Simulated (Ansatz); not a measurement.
Theory: DFT LDA, scalar-relativistic, plane waves, PAW in Ansatz. Cutoff 420 eV, Γ-centred k meshes of 144 to 512 points, fixed occupations in insulators, in metals Fermi–Dirac smearing of 0.15 eV (Gaussian, 0.2 eV, where magnetic), no spin polarisation. Some cells are trial structures made by swapping elements. Each crystal stands at its own equilibrium volume, in the symmetry named.

Problem. Order these crystals by the largest piezoelectric component |e_iJ|, lowest first.
A. SiC (F-43m, 2 atoms in the cell, 10.1 Å³/atom, Si next to 4 C)
B. CdS (P6_3mc, 4 atoms in the cell, 23.9 Å³/atom, Cd next to 4 S)
C. SiO2 (P4_32_12, 12 atoms in the cell, 14.0 Å³/atom, Si next to 4 O)

Solution. C (0.01 C/m²), A (0.03 C/m²), B (0.44 C/m²).

Cost: 3 runs of about 32 core-minutes in all, on Intel Xeon Platinum 8259CL (Skylake/Cascade Lake), AMD EPYC 7R43 (Zen 3), Oxide Virtual Turin-like Processor (Zen 5) (shared hosts).